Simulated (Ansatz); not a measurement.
Cu₂Se in space group F-43m (No. 216; Cu on 4c, Cu on 4b, Se on 4a) under volume change, PBEsol (plane waves, PAW; program Ansatz), scaled uniformly.

```json
[
 {"V (Å³/atom)": "13.983", "E − E(relaxed) (meV/atom)": "49.3", "P (GPa)": "12.51"},
 {"V (Å³/atom)": "14.443", "E − E(relaxed) (meV/atom)": "20.6", "P (GPa)": "7.59"},
 {"V (Å³/atom)": "14.904", "E − E(relaxed) (meV/atom)": "4.8", "P (GPa)": "3.46"},
 {"V (Å³/atom)": "15.365", "E − E(relaxed) (meV/atom)": "0.0", "P (GPa)": "0.00"},
 {"V (Å³/atom)": "15.826", "E − E(relaxed) (meV/atom)": "4.3", "P (GPa)": "-2.91"},
 {"V (Å³/atom)": "16.287", "E − E(relaxed) (meV/atom)": "16.3", "P (GPa)": "-5.35"},
 {"V (Å³/atom)": "16.748", "E − E(relaxed) (meV/atom)": "34.7", "P (GPa)": "-7.39"}
]
```

Task: What does a third-order Birch–Murnaghan fit give for V₀, B₀ and B′?

Result: V₀ = 15.37 Å³/atom, B₀ = 106 GPa, B′ = 4.8.

The workflow started from an entry of the Crystallography Open Database (COD). Its standing as an ambient phase is unchecked. Symmetry was held in the PBEsol relaxation. At this level the phase is mechanically unstable. No spin polarisation was allowed.

Potentials: the later of the program's two PAW sets.
